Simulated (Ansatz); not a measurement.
Input:

Starting cell, Au (fcc, Cu type):

```
CELL_PARAMETERS angstrom
      4.15718     0.00000     0.00000
      0.00000     4.15718     0.00000
      0.00000     0.00000     4.15718
ATOMIC_POSITIONS crystal
  Au 0.00000 0.00000 0.00000
  Au 0.50000 0.50000 0.00000
  Au 0.50000 0.00000 0.50000
  Au 0.00000 0.50000 0.50000
```

Scan: atom 3 (Au, nearest neighbour Au at 2.940 Å; its periodic images, 4.2 Å or more away, move with it) is displaced along Cartesian z, direction (0.000, 0.000, 1.000) in Cartesian axes, by s. The other atoms stay.

Calculation: PBE (plane waves to 420 eV, PAW, scalar-relativistic; Ansatz, a program for electronic structure). k mesh 9×9×9 (Γ-centred), Fermi-Dirac smearing 0.05 eV. Energies are smeared free energies. With partly filled bands, energies and forces of such displacements shift with the k mesh and the smearing. Au was relaxed with its symmetry unable to fall. Spin-orbit coupling is left out, though Au is heavy. The zero of ΔE is the undisplaced structure.

The scan covers s from -0.290 to 0.290 Å in 11 points.

Problem. Is the energy the same for equal positive and negative displacements?

Solution. Even: the same for both signs. With its periodic images moving along, the atom's site symmetry in this cell is m-3m.

Problem. What is the force constant k = d²E/ds² of this move at s = 0?

Solution. 5.35 eV/Å².

(A displaced cell: forces are minus the slopes of the energy, force constants its curvatures, and phonons follow from these.)
